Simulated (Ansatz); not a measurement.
**MgTi₂Si₄O₁₂ — contact hyperfine fields**

Cell: a Materials Project structure (computed, not necessarily an observed phase), its atoms then relaxed with PBE in this cell.

```cif
data_structure
_symmetry_space_group_name_H-M 'P 1'
_symmetry_Int_Tables_number 1
_cell_length_a 6.6356
_cell_length_b 6.6356
_cell_length_c 5.3560
_cell_angle_alpha 105.091
_cell_angle_beta 105.091
_cell_angle_gamma 82.890
_cell_volume 219.45
loop_
_atom_site_label
_atom_site_type_symbol
_atom_site_fract_x
_atom_site_fract_y
_atom_site_fract_z
_atom_site_occupancy
Mg1 Mg 0.27621 0.72379 0.00000 1
Ti2 Ti 0.90104 0.09896 0.00000 1
Ti3 Ti 0.07861 0.92139 0.50000 1
Si4 Si 0.39158 0.20629 0.03028 1
Si5 Si 0.20916 0.38873 0.52301 1
Si6 Si 0.79371 0.60842 0.96972 1
Si7 Si 0.61127 0.79084 0.47699 1
O8 O 0.21545 0.02583 0.91758 1
O9 O 0.04099 0.20675 0.40633 1
O10 O 0.62364 0.10109 0.04214 1
O11 O 0.33584 0.37318 0.83283 1
O12 O 0.13031 0.63447 0.59405 1
O13 O 0.36364 0.35012 0.31902 1
O14 O 0.62682 0.66416 0.16717 1
O15 O 0.89891 0.37636 0.95786 1
O16 O 0.64988 0.63636 0.68098 1
O17 O 0.36553 0.86969 0.40595 1
O18 O 0.97417 0.78455 0.08242 1
O19 O 0.79325 0.95901 0.59367 1
```

Sites (sets of like atoms) are named by element and the number of their first atom in this list.

Computed with Ansatz: DFT, PBE, plane waves and PAW, scalar-relativistic, collinear spin, 420 eV cutoff, Γ-centred 4×4×5 k-points, Fermi–Dirac smearing 0.02 eV. Start moments as typed (μB): 0 1 -1 0 0 0 0 0 0 0 0 0 0 0 0 0 0 0 0 by atom.

B_c = (2μ₀/3)μB(ρ↑ − ρ↓), with the spin density averaged over the Thomson radius around the nucleus, 7.77 T per e/Å³, positive along the up direction of the run. The valence column is what the valence and semicore waves of the PAW files give as listed; the rest comes from solving these waves and the inner shells again in each spin's potential.

**Question.** What moments and contact fields does each site carry?

**Answer.** The cell's net moment is -2.00 μB; the site moments, counted in spheres around the atoms, add up to -1.33 μB, and the difference lies between the spheres. One atom of each set is listed.

```json
{"site": "Mg", "atom": "1", "m (μB)": "0.00", "B_c (T)": "-0.8", "valence column (T)": "-0.8", "rest (T)": "0.0"}
{"site": "Ti2", "atom": "2", "m (μB)": "-0.53", "B_c (T)": "6.0", "valence column (T)": "-5.4", "rest (T)": "11.4"}
{"site": "Ti3", "atom": "3", "m (μB)": "-0.78", "B_c (T)": "7.7", "valence column (T)": "-7.6", "rest (T)": "15.3"}
{"site": "Si4", "atom": "4", "m (μB)": "0.00", "B_c (T)": "-0.9", "valence column (T)": "-0.9", "rest (T)": "0.0"}
{"site": "Si5", "atom": "5", "m (μB)": "0.00", "B_c (T)": "-1.9", "valence column (T)": "-1.9", "rest (T)": "0.0"}
{"site": "O8", "atom": "8", "m (μB)": "0.00", "B_c (T)": "0.2", "valence column (T)": "0.2", "rest (T)": "0.0"}
{"site": "O9", "atom": "9", "m (μB)": "0.00", "B_c (T)": "0.1", "valence column (T)": "0.1", "rest (T)": "0.0"}
{"site": "O10", "atom": "10", "m (μB)": "0.00", "B_c (T)": "0.3", "valence column (T)": "0.2", "rest (T)": "0.0"}
{"site": "O11", "atom": "11", "m (μB)": "0.00", "B_c (T)": "-0.1", "valence column (T)": "-0.1", "rest (T)": "0.0"}
{"site": "O12", "atom": "12", "m (μB)": "0.00", "B_c (T)": "0.1", "valence column (T)": "0.1", "rest (T)": "0.0"}
{"site": "O13", "atom": "13", "m (μB)": "0.00", "B_c (T)": "-0.2", "valence column (T)": "-0.2", "rest (T)": "0.0"}
```

All moments on Ti are parallel here, as the run ended; many such compounds order antiparallel, where fields on atoms that lie between magnetic neighbours largely cancel. The magnetic order is the one that the run reached from its start moments, not necessarily the measured one. Semilocal functionals underestimate core polarisation, so for a given moment the contact field on a magnetic ion comes out too small, by up to a factor of two. Orbital and dipolar fields are left out; they are small for half-filled shells and for d³ or d⁸ ions in regular octahedra, but can rival the contact field on other open-shell ions. The positions come from a relaxation that may have had another order of the moments. Fields under about 2 T can be off by more than a tenth.
